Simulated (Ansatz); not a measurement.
TiSi2:
Space group Cmcm (No. 63); a = 3.4862 Å, b = 13.2542 Å, c = 3.5319 Å, α = 90.00°, β = 90.00°, γ = 90.00°

| atom | site | symmetry | x | y | z |
|---|---|---|---|---|---|
| Si | 4c | m2m | 0.0000 | 0.0599 | 0.7500 |
| Si | 4c | m2m | 0.0000 | 0.2504 | 0.2500 |
| Ti | 4c | m2m | 0.0000 | 0.6025 | 0.2500 |
(The calculation used a cell of 6 atoms; values per cell refer to that cell.)

Relaxed at zero pressure with LDA (plane waves, PAW; program Ansatz).

Question: The volume is raised by 6 % and shape and atoms relax at that volume. What pressure results, and how do the axes share the change?

Answer: -7.3 GPa; a 1.6 %, b 3.0 %, c 1.3 %; the energy rises by 20 meV/atom.

Question: Give the new structure.

Answer: 
Space group Cmcm (No. 63); a = 3.542 Å, b = 13.647 Å, c = 3.578 Å, α = 90.00°, β = 90.00°, γ = 90.00°

| atom | site | symmetry | x | y | z |
|---|---|---|---|---|---|
| Si | 4c | m2m | 0.0000 | 0.0584 | 0.7500 |
| Si | 4c | m2m | 0.0000 | 0.2502 | 0.2500 |
| Ti | 4c | m2m | 0.0000 | 0.6038 | 0.2500 |

The phase is kept; no other phase was compared at this pressure.

The LDA relaxation kept the symmetry of its start; of distortions, only those at the zone centre were tested. The run is not spin-polarised.

Potentials: the later of the program's two PAW sets.
